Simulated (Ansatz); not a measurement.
Bi2Te3: ²⁰⁹Bi nuclear quadrupole resonance

Cell: an entry of the Crystallography Open Database (COD), its atoms then relaxed with PBE in this cell.

```
Bi Te
1.0
     2.19300    1.26613   10.16567
    -2.19300    1.26613   10.16567
     0.00000   -2.53226   10.16567
Bi Te
2 3
Direct
  0.39998 0.39998 0.39998
  0.60002 0.60002 0.60002
  0.00000 0.00000 0.00000
  0.20979 0.20979 0.20979
  0.79021 0.79021 0.79021
```

Atom numbers follow the list; atoms alike are taken as one site, whose name carries the number of the first.

Level of theory: DFT, r2SCAN, plane waves and PAW, scalar-relativistic, 500 eV cutoff, Γ-centred 12×12×12 k-points, Fermi–Dirac smearing 0.02 eV (Ansatz 0.2.0).

²⁰⁹Bi: I = 9/2, Q = -516.0 mb (year-2017 value). Static lattice, zero field.

**Question.** The simulated lines lie at 1.78, 3.56, 5.34, 7.12 MHz. What are |C_Q|, η and |V_zz| at Bi?

**Answer.** For I = 9/2 and η = 0 the lines are |C_Q|/24 times 1, 2, 3 and 4; η shifts the lowest up most. Here |C_Q| = 42.7 MHz, η = 0.00 and |V_zz| = 3.43 × 10²¹ V/m². The calculation gives V_zz positive; the lines don't show the sign. The site has 6 Te at 3.07–3.25 Å.

An axis of threefold or higher order runs through Bi, so V_zz lies along it and η is zero.

Spin–orbit coupling is left out, which shifts gradients on Bi by a few per cent in wide-gap crystals, and can shift them far more where the calculated gap is small or absent, as here. Newer work puts Q(²⁰⁹Bi) near −420 mb, which would lower these couplings by about a fifth.
